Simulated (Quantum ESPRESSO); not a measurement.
Parts of the isotropic shielding in MgSe, by PBE GIPAW (a modified build of Quantum ESPRESSO, JTH PAW datasets), 20 Ha, k-mesh 6×6×6 shifted:

```
CELL_PARAMETERS angstrom
      0.00000     2.73372     2.73372
      2.73372     0.00000     2.73372
      2.73372     2.73372     0.00000
ATOMIC_POSITIONS crystal
  Mg 0.00000 0.00000 0.00000
  Se 0.50000 0.50000 0.50000
```
The geometry is a computed Materials Project entry, not a measured one. It is MgSe in Fm-3m; whether this form has been observed was not checked. Stability against distortions was not tested.

The core term is that of the free atom's frozen core; the paramagnetic column sums the reconstruction terms. Shieldings are absolute and leave out the bulk-susceptibility term; a larger σ means a smaller chemical shift. By our sweeps, such settings leave a few ppm in absolute σ on light atoms and up to some 20 ppm from Zn on. Spin–orbit coupling is left out; its weight grows with the heaviest atom, Se here. No d partial waves on Mg, Se: the paramagnetic term there is incompletely reconstructed. The structure is static (0 K, no zero-point motion).

```tsv
site	core	bare (smooth current)	diamagnetic correction	paramagnetic corrections	σ_iso (ppm)
Mg (atom 1)	412.8	23.3	250.0	___	___
Se (atom 2)	2991.5	35.0	-6.1	___	___
```

### Question
Some entries are withheld; supply them.

### Answer

- Mg (atom 1), paramagnetic corrections: -118.4
- Mg (atom 1), σ_iso (ppm): 567.6
- Se (atom 2), paramagnetic corrections: -1194.2
- Se (atom 2), σ_iso (ppm): 1826.2
